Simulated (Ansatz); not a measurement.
**TiB2 (AlB2 type, space group P6/mmm), map of one atom of the cell**

TiB2 (AlB2 type, space group P6/mmm)

```
CELL_PARAMETERS angstrom
      3.03199     0.00000     0.00000
     -1.51599     2.62578     0.00000
      0.00000     0.00000     3.22437
ATOMIC_POSITIONS crystal
  Ti 0.00000 0.00000 0.00000
  B  0.33333 0.66667 0.50000
  B  0.66667 0.33333 0.50000
```

In this cell atom 1 (Ti, nearest neighbour B at 2.380 Å; its periodic images, 3.0 Å or more away, move with it) is moved by u·(1.000, 0.000, 0.000) + v·(0.000, 1.000, 0.000); the rest is frozen.

Calculation: PBE (plane waves to 420 eV, PAW, scalar-relativistic; Ansatz, a program for electronic structure). k mesh 14×14×12 (Γ-centred), Fermi-Dirac smearing 0.05 eV. The energy includes the smearing's −TS. With partly filled bands, energies and forces of such displacements shift with the k mesh and the smearing. Fu and Fv are the components of the force on the atom. TiB2 is run without spin polarisation. TiB2 was relaxed with its symmetry unable to fall. The zero of ΔE is the undisplaced structure. Axes are in Å.

ΔE (meV/cell), with u across and v down:

```
v \ u   -0.590  -0.295  0.000  0.295  0.590
------  ------  ------  -----  -----  -----
-0.590    3976    2744   2230   2744   3976
-0.295    2681    1197    610   1197   2681
0.000     2255     610      0    610   2255
0.295     2681    1197    610   1197   2681
0.590     3976    2744   2230   2744   3976
```

Fu (eV/Å), with u across and v down:

```
v \ u   -0.590  -0.295  0.000  0.295  0.590
------  ------  ------  -----  -----  -----
-0.590    4.94    3.34   0.00  -3.34  -4.94
-0.295    5.96    3.87   0.00  -3.87  -5.96
0.000     6.82    4.07   0.00  -4.07  -6.82
0.295     5.96    3.87   0.00  -3.87  -5.96
0.590     4.94    3.34   0.00  -3.34  -4.94
```

Summary:

- Principal force constants in the plane (five-point differences of the forces): 14.6 eV/Å², isotropic
- Centre of the map: a minimum
- Lowest place on the grid: u = 0.000 Å, v = 0.000 Å (0 meV/cell)
- Highest place on the grid, met at several equal points: u = -0.590 Å, v = -0.590 Å; u = 0.590 Å, v = -0.590 Å; u = -0.590 Å, v = 0.590 Å; u = 0.590 Å, v = 0.590 Å (3976 meV/cell)

(For displaced atoms, the force is minus the slope of the energy, and its curvature is a force constant, which sets phonon frequencies.)
